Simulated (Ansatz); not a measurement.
Relaxed-ion elastic tensor of GaAs (CsCl type, Pm-3m) in GPa (Voigt order), r²SCAN in the plane-wave PAW code Ansatz; density 6.43 g/cm³, 18.68 Å³ per atom.

```
56.0  71.0  71.0   0.0   0.0   0.0
71.0  56.0  71.0   0.0   0.0   0.0
71.0  71.0  56.0   0.0   0.0   0.0
 0.0   0.0   0.0  14.1   0.0   0.0
 0.0   0.0   0.0   0.0  14.1   0.0
 0.0   0.0   0.0   0.0   0.0  14.1
```

### Question
Is the crystal mechanically stable?

### Answer
No: the smallest eigenvalue of C is -15.1 GPa.

A made-up cell: these elements were put on the sites of a structure type; neither database checked (COD, Materials Project) lists it. It is not the phase usual at ambient conditions (space group No. 216). The cell was relaxed with r²SCAN under the symmetry of its start. At this level the phase is mechanically unstable. As this level gives no gap, shear constants depend on the k-mesh and smearing (Fermi–Dirac, 0.1 eV here).

Potentials: the later of the program's two PAW sets.
